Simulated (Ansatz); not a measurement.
The elements of this relaxed trial crystal are hidden behind letters.

```
lattice vectors (Å)
   4.2340    0.0000    0.0000
   0.0000    4.2340    0.0000
   0.0000    0.0000    4.2340
fractional positions
X 0.5000 0.5000 0.5000
Z 0.5000 0.0000 0.0000
Z 0.0000 0.5000 0.0000
Z 0.0000 0.0000 0.5000
```

Method: DFT PBE, scalar-relativistic, plane waves, PAW (Ansatz 0.2.0). Cutoff 420 eV, Γ-centred 12×12×12 mesh (4-atom cell), Gaussian smearing of 0.10 eV, no spin polarisation.

| Item | Value |
| --- | --- |
| Space group | Pm-3m (No. 221) |
| Conventional cell | a = 4.234 Å |
| Volume per atom | 18.98 Å³ |
| Density | 5.51 g/cm³ |
| Formation energy | +0.33 eV/atom |
| Gap on the 12×12×12 mesh of the 4-atom cell | 0 eV (a metal) |

Energies are uncorrected and count from the elements' standard states at the same level.

Question: X is a p-block element of period 3 and Z is a p-block element of period 4. Which elements are they?

Answer: X = Al, Z = As, so the formula is AlAs3, here in the Cu3Au (L1_2) type. Density times volume gives a mean mass of 5.51 × 18.98/1.6605 = 63.0 u per atom, and this set has 62.9 u. Among the elements that the hints allow, noble gases aside, only these give it. Al has 12 As at 2.99 Å; around As lie 4 Al at 2.99 Å and 8 As at 2.99 Å.

A structure relaxed within its symmetry needn't be a true minimum. Another cell of AlAs3 relaxed alike, in Aem2, lies 0.41 eV/atom lower, so this cell isn't the stable form at this level.
